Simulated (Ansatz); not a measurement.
Mg₂ScCr₃S₈: Coordination and S-33 quadrupole coupling

Cell: a Materials Project structure (computed, not necessarily an observed phase), taken as it stands.

```
Mg Sc Cr S
1.0
     3.66046    2.11337    5.95319
    -3.66046    2.11337    5.95319
     0.00000   -4.22674    5.95319
Mg Sc Cr S
2 1 3 8
Direct
  0.87564 0.87564 0.87564
  0.12436 0.12436 0.12436
  0.50000 0.50000 0.50000
  0.50000 0.50000 0.00000
  0.00000 0.50000 0.50000
  0.50000 0.00000 0.50000
  0.73615 0.73615 0.73615
  0.25344 0.25344 0.71689
  0.25344 0.71689 0.25344
  0.71689 0.25344 0.25344
  0.74656 0.28311 0.74656
  0.28311 0.74656 0.74656
  0.26385 0.26385 0.26385
  0.74656 0.74656 0.28311
```

Atom numbers follow the list; atoms alike are taken as one site, whose name carries the number of the first.

Method: Kohn–Sham DFT in Ansatz, PBE, plane waves and PAW, scalar-relativistic, collinear spin, 420 eV cutoff, Γ-centred 5×5×5 k-points, Fermi–Dirac smearing 0.02 eV. Start moments as typed (μB): 3 on each Cr, none on the rest.

Q(S-33) = -69.40 mb.

Problem. Order the S environments from the weakest to the strongest quadrupole coupling.
A. S8: 1 Mg at 2.44 Å, 2 Cr at 2.44 Å, 1 Sc at 2.56 Å
B. S7: 3 Cr at 2.45 Å, 1 Mg at 2.49 Å

Solution. B (0.699 MHz, η = 0.00), A (9.12 MHz, η = 0.16).

An axis of threefold or higher order runs through S7, so V_zz lies along it and η is zero. Like point charges on the first shell alone (each adding as 1/d³) would give the same order.

With a gap of 1.0 eV on this mesh, small gradients can still move by 0.1 × 10²¹ V/m² or more as the k-mesh gets denser. All moments are parallel here, as the start or the cell imposes; many such compounds order antiparallel, where fields and spin densities carried over to other atoms largely cancel. The magnetic order is the one that the run reached from its start moments, not necessarily the measured one.
